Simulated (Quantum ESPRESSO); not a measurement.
# Computed records: Si (made-up cell, one site empty)

All values are calculated (Quantum ESPRESSO 7.5). Calculation on a made-up crystal cell, not a measurement: periodic Kohn-Sham density functional theory in plane waves with PseudoDojo standard norm-conserving scalar-relativistic pseudopotentials, each functional with its own files (v0.5 for PBE, v0.4.1 for LDA and PBEsol), no spin polarisation, no spin-orbit coupling, atoms not relaxed, stress positive in tension, energies less a fixed whole-eV offset for each atom's element; levels are Kohn-Sham levels at fractions of this cell's reciprocal vectors, counted from the reference band (half the neutral cell's valence electrons, rounded up) at Gamma; error bars cover cutoff and k-mesh only, not smearing or the files; added strain carries the atoms with the cell, and shear is the tensor component; each bar is the largest change over components, and at least 0.002 eV, 0.002 eV per angstrom or 0.02 GPa; energies are for the whole cell, and the offsets were chosen from early runs and are not element reference energies.

Settings shared by all entries: lattice type zincblende/diamond; empty site 3; functional pbe; cutoff 490 eV; fermi dirac smearing 0.1 eV; scf tolerance 1e-07 eV; electrons removed 0; k mesh 6 x 6 x 6, shifted by half a step.

(1) Si (made-up cell, one site empty)

```xyz
7
Lattice="5.5426 0.0024 -0.0027 0.0024 5.5798 0.0304 -0.0027 0.0304 5.5346" Properties=species:S:1:pos:R:3 Si
Si     0.0090    -0.0186     0.1262
Si     0.0677     2.7789     2.8690
Si     2.9855     2.7850    -0.1632
Si     1.4714     1.4418     1.3026
Si     1.3266     4.0445     4.2400
Si     4.1102     1.3047     4.1863
Si     4.1429     4.2117     1.2809
```

```
free energy less offsets : 2.85 eV
smearing term minus ts   : -0.08338 eV
scf iterations           : 11
pressure                 : -3.661 GPa
stress xx                : 4.457 GPa
stress yy                : 3.541 GPa
stress zz                : 2.986 GPa
stress yz                : -1.727 GPa
stress xz                : -0.06336 GPa
stress xy                : -1.615 GPa
fermi level              : -0.4858 eV
reference band           : 14
error bar energy         : 0.006729 eV
error bar stress         : 0.02 GPa
error bar force          : 0.005038 eV/Å
error bar next band up   : 0.002 eV
error bar fermi level    : 0.004303 eV
error bars from          : tighter rerun of this cell
```

Atoms:
```tsv
atoms element	atom site	atom energy offset (eV)
Si	1	-115
Si	2	-115
Si	4	-115
Si	5	-115
Si	6	-115
Si	7	-115
Si	8	-115
```

Forces:
```tsv
site	x (eV/Å)	y (eV/Å)	z (eV/Å)
1	0.7644	0.3813	-1.257
2	-1.162	-0.8058	-1.51
4	-1.426	0.3418	1.134
5	0.0986	0.4973	0.3278
6	0.3067	1.115	0.9021
7	1.276	-0.7303	-1.269
8	0.1416	-0.799	1.671
```

Levels:
```tsv
level k point	next band up (eV)
Gamma	0.1355
(1/2,1/2,1/2)	0.415
(0.15,0,0)	0.1283
(0,0.15,0)	0.07257
(0,0,0.15)	0.1854
```

(2) Si (made-up cell, one site empty)

```xyz
7
Lattice="5.5426 0.0024 -0.0027 0.0024 5.5798 0.0304 -0.0027 0.0304 5.5346" Properties=species:S:1:pos:R:3 Si
Si     0.0090    -0.0186     0.1262
Si     0.0677     2.7789     2.8690
Si     2.9855     2.7850    -0.1632
Si     1.4714     1.4418     1.3747
Si     1.3266     4.0445     4.2400
Si     4.1102     1.3047     4.1863
Si     4.1429     4.2117     1.2809
```

```
free energy less offsets : 2.843 eV
smearing term minus ts   : -0.08303 eV
scf iterations           : 11
pressure                 : -3.799 GPa
stress xx                : 4.529 GPa
stress yy                : 3.549 GPa
stress zz                : 3.317 GPa
stress yz                : -1.842 GPa
stress xz                : 0.1854 GPa
stress xy                : -1.332 GPa
fermi level              : -0.4946 eV
reference band           : 14
error bar energy         : 0.006729 eV
error bar stress         : 0.02 GPa
error bar force          : 0.005038 eV/Å
error bar next band up   : 0.002 eV
error bar fermi level    : 0.004303 eV
error bars from          : tighter rerun of a related cell
```

Atoms:
```tsv
atoms element	atom site	atom energy offset (eV)
Si	1	-115
Si	2	-115
Si	4	-115
Si	5	-115
Si	6	-115
Si	7	-115
Si	8	-115
```

Forces:
```tsv
site	x (eV/Å)	y (eV/Å)	z (eV/Å)
1	0.8761	0.5134	-1.093
2	-1.271	-0.6971	-1.357
4	-1.512	0.2953	1.271
5	0.196	0.3033	-0.1179
6	0.2896	1.126	0.9348
7	1.257	-0.7053	-1.244
8	0.164	-0.8355	1.606
```

Levels:
```tsv
level k point	next band up (eV)
Gamma	0.2001
(1/2,1/2,1/2)	0.4145
(0.15,0,0)	0.1167
(0,0.15,0)	0.06646
(0,0,0.15)	0.1829
```
